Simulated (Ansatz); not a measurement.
AlSiGeN in space group R3m (No. 160; Al on 3a, N on 3a, Ge on 3a, Si on 3a) under volume change, the program Ansatz at the r²SCAN level (PAW), shape and atoms relaxed at each volume.

```json
[
 {"V (Å³/atom)": "15.097", "E − E(relaxed) (meV/atom)": "36.9", "P (GPa)": "7.93"},
 {"V (Å³/atom)": "15.595", "E − E(relaxed) (meV/atom)": "16.1", "P (GPa)": "5.35"},
 {"V (Å³/atom)": "16.092", "E − E(relaxed) (meV/atom)": "3.9", "P (GPa)": "2.54"},
 {"V (Å³/atom)": "16.590", "E − E(relaxed) (meV/atom)": "0.0", "P (GPa)": "0.00"},
 {"V (Å³/atom)": "17.088", "E − E(relaxed) (meV/atom)": "3.5", "P (GPa)": "-2.19"},
 {"V (Å³/atom)": "17.585", "E − E(relaxed) (meV/atom)": "13.3", "P (GPa)": "-4.07"},
 {"V (Å³/atom)": "18.083", "E − E(relaxed) (meV/atom)": "28.6", "P (GPa)": "-5.72"}
]
```

Question: What does a third-order Birch–Murnaghan fit give for V₀, B₀ and B′?

Answer: V₀ = 16.61 Å³/atom, B₀ = 75.9 GPa, B′ = 2.3.

The start of the workflow was typed in or built on a structure type; neither database checked (COD, Materials Project) lists it. Whether it is the stable phase at ambient conditions was not checked. The r²SCAN relaxation kept the symmetry of its start; whether a distortion lowers the energy is not shown. Its formation energy is positive at this level, so the cell may be metastable or incomplete.

Potentials: the earlier of the program's two PAW sets.
